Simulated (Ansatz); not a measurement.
# Ansatz 0.2.0, single run: Y2Tl

input.yaml:

```yaml
crystal:
  lattice:
    - [5.416497, 0.0, 0.0]
    - [-2.708248, 4.690826, 0.0]
    - [0.0, 0.0, 6.74826]
  atoms:
    - { symbol: "Y", position: [0.3333, 0.6667, 0.75], spin: 2.0 }
    - { symbol: "Y", position: [0.6666, 0.3333, 0.25] }
    - { symbol: Tl, position: [0.3333, 0.6667, 0.25] }
    - { symbol: Tl, position: [0.6666, 0.3333, 0.75] }
    - { symbol: "Y", position: [0.0, 0.0, 0.0] }
    - { symbol: "Y", position: [0.0, 0.0, 0.5] }
  symmetry: { tolerance: 0.0003 }
kpoints:
  mp_grid: { grid: [4, 4, 3], shift: [0, 0, 0] }
scf:
  occupations: { method: methfessel_paxton, width: 0.0805 }
  max_iter: 75
hamiltonian:
  pseudopotentials: { kind: paw }
  xc: pbe
basis:
  ecutwfc: 420
output:
  forces: true
  stress: true
  eigenvalues: true
```

Run with:

```bash
ansatz run input.yaml --threads 1 --pin off --max-ram 2560MiB --backend cpu --events-out ev --progress --plain --runs-dir out
```

Origin of the cell: a known structure type with other elements, at an estimated volume, so it need not be a known compound.

Output:

```
Error: inconsistent input (magnetization.spin_polarized): false but per-atom `spin:`, `per_species`, `initial_magnetization`, `magnetic_field`, or `spin_locking` is set
```

Q: What is wrong with this input?

A: It holds a moment without spin polarisation: `magnetization` left out; `crystal.atoms[0].spin` typed as 2.0. The program refused the input.
